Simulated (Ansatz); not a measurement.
Problem. Name crystals whose computed values (the program Ansatz at the LDA level (PAW)) fall in these windows: B₀ by P(V) fit (GPa) 12 to 15; electron conductivity mass (mₑ) 0.59 to 0.72; gap (eV) 1.8 to 2.3.

Solution. 

```tsv
crystal	B₀ by P(V) fit (GPa)	electron conductivity mass (mₑ)	gap (eV)
GeS2, P2_1/c (Pearson symbol mP48)	13.0	0.67	2.17
```
Others may fit too.

Standing as an ambient phase not checked: GeS2, P2_1/c (Pearson symbol mP48). Weakly bound layers, chains or molecules computed without a dispersion correction, so cells and soft constants are ill determined: GeS2, P2_1/c (Pearson symbol mP48). The cell was relaxed under the symmetry of its start. Spin–orbit coupling is left out wherever it is not named.

Potentials: the earlier of the program's two PAW sets. The files were generated under PBE; for other functionals the program regenerates the frozen cores, and for LDA and PBEsol the local potential too.
